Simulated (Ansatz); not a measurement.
Relaxation of a generated trial cell of Te in the A7 structure type; 2 atoms in the cell, which starts as R-3m, hexagonal axes (No. 166), hR2; a = b = 4.1235 Å, c = 11.4697 Å, α = β = 90.00°, γ = 120.00°. Method: PBEsol (plane waves to 420 eV, PAW, scalar-relativistic; Ansatz, an electronic-structure program). Γ-centred k-mesh 7×7×7 on the run's cell (coarser than for final values), Fermi–Dirac smearing 0.05 eV. This is the first round of the run. 

The optimiser's lines from the output (shortened; P is positive under compression):

```
relax step   1: F+E_penalty+E_count = -13801.98346776 eV  Δ(F+E_penalty+E_count) = +0.000e0 eV  max|allowed force component| = 3.599e0 eV/Å  Δτ_max = 0.0000 Å  P = +15.658 GPa  Ω = 56.297 Å³  (8 SCF iters, dr2 threshold 1.00e-7 eV, accepted)
relax step   2: F+E_penalty+E_count = -13803.09377172 eV  Δ(F+E_penalty+E_count) = -1.110e0 eV  max|allowed force component| = 9.151e-1 eV/Å  Δτ_max = 0.1944 Å  P = +2.679 GPa  Ω = 59.795 Å³  (7 SCF iters, dr2 threshold 2.00e-7 eV, accepted)
relax step   3: F+E_penalty+E_count = -13803.15289646 eV  Δ(F+E_penalty+E_count) = -5.912e-2 eV  max|allowed force component| = 3.310e-1 eV/Å  Δτ_max = 0.0853 Å  P = +1.225 GPa  Ω = 60.259 Å³  (6 SCF iters, dr2 threshold 2.00e-7 eV, accepted)
relax step   4: F+E_penalty+E_count = -13803.16398189 eV  Δ(F+E_penalty+E_count) = -1.109e-2 eV  max|allowed force component| = 3.177e-2 eV/Å  Δτ_max = 0.0243 Å  P = +0.512 GPa  Ω = 61.008 Å³  (5 SCF iters, dr2 threshold 2.00e-7 eV, accepted)
relax step   5: F+E_penalty+E_count = -13803.16595744 eV  Δ(F+E_penalty+E_count) = -1.976e-3 eV  max|allowed force component| = 3.048e-4 eV/Å  Δτ_max = 0.0023 Å  P = +0.054 GPa  Ω = 61.812 Å³  (4 SCF iters, dr2 threshold 2.00e-7 eV, accepted)
relax step   6: F+E_penalty+E_count = -13803.16638807 eV  Δ(F+E_penalty+E_count) = -4.306e-4 eV  max|allowed force component| = 1.766e-2 eV/Å  Δτ_max = 0.0016 Å  P = -0.593 GPa  Ω = 62.871 Å³  (5 SCF iters, dr2 threshold 3.45e-8 eV, accepted)
relax step   7: F+E_penalty+E_count = -13803.16777856 eV  Δ(F+E_penalty+E_count) = -1.390e-3 eV  max|allowed force component| = 1.139e-3 eV/Å  Δτ_max = 0.0015 Å  P = -0.023 GPa  Ω = 62.254 Å³  (4 SCF iters, dr2 threshold 2.00e-7 eV, accepted)
relax step   8: F+E_penalty+E_count = -13803.16778745 eV  Δ(F+E_penalty+E_count) = -8.885e-6 eV  max|allowed force component| = 8.091e-5 eV/Å  Δτ_max = 0.0001 Å  P = +0.000 GPa  Ω = 62.223 Å³  (3 SCF iters, dr2 threshold 1.69e-9 eV, accepted)
relax step   9: F+E_penalty+E_count = -13803.16879661 eV  Δ(F+E_penalty+E_count) = -1.009e-3 eV  max|allowed force component| = 8.369e-5 eV/Å  Δτ_max = 0.0000 Å  P = -0.017 GPa  Ω = 62.223 Å³  stress off target by 1.98e-2 GPa  SCF on the basis re-selected at this cell (its energy is not comparable with the rows above)  (6 SCF iters)
```

From the first to the last row the energy changes by -0.59 eV/atom and the volume by +10.5 %. The last row is marked as not comparable with the walk above it, whose basis was carried along; it does compare with step 1, since both stand on a basis selected at the nominal cutoff for their own cell.

Later rounds, restarted from the end of this one on a renewed k-mesh, logged 7 more steps and released under 0.01 eV/atom more. The final structure after all rounds: R-3m, hexagonal axes (No. 166), hR1; a = b = 4.4978 Å, c = 5.3423 Å, α = β = 90.00°, γ = 120.00°. Between re-selections the logged energies stand on a plane-wave basis carried along with the cell. No spin polarisation in the result.

The run could not lose the symmetry of its start: the end is stationary, and may be a saddle point rather than a minimum.

The relaxed structure here is a generated cell of Te: the first start was made by placing the elements on the sites of a structure type, and the end was not matched to a known phase here, so it may be hypothetical. Known forms of Te include space group No. 152.
